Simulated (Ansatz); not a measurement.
A geometry of ZrCu away from equilibrium: the start of the relaxation of a relaxed ZrCu cell deformed by the Cartesian strain tensor (xx, yy, zz, yz, xz, xy) = (0.036, 0.126, -0.064, -0.002, 0.108, -0.018). Computed with PBEsol (plane waves to 420 eV, PAW, scalar-relativistic; Ansatz, a program for electronic structure). Γ-centred k-mesh 6×6×7 on the run's cell (coarser than for final values), Fermi–Dirac smearing 0.05 eV.

```xyz
8
Lattice="3.4029 -4.6498 0.3589 3.2560 4.5341 0.3385 -0.8601 0.0118 4.6704" Properties=species:S:1:pos:R:3:forces:R:3 pbc="T T T" free_energy=-42869.201 pressure_GPa=-5.2
Zr     6.0291    -0.1048     0.6473    0.4240   -0.0588    0.5406
Zr     1.8764    -0.0357     4.8518    0.8517    0.0468   -0.9625
Zr     3.0999     2.4906     3.1464   -0.8290   -0.0785    0.4318
Zr     3.1813    -2.6035     3.1578   -0.7476    0.0820    0.4403
Cu     4.4002    -0.0779     2.5891   -0.6308    0.0586    0.6175
Cu     1.6446    -0.0300     2.2417   -1.1130    0.0812    1.1474
Cu     4.5376    -2.3768     1.2058    1.0399    0.0979   -1.1186
Cu     4.4641     2.2195     1.1956    1.0048   -0.2292   -1.0965
```

Positions in Å, forces in eV/Å, free energy of the cell in eV (comparable only within this code, potentials and settings). Largest force: 1.60 eV/Å, on Cu6 (atoms numbered as listed); the geometry lies 0.22 eV/atom above the end of its relaxation.

No spin polarisation in the result.

Of the parent cell (Cm (No. 8)): The relaxation started from an entry of Materials Project.

The cell that was disturbed is our relaxation of an entry of Materials Project.
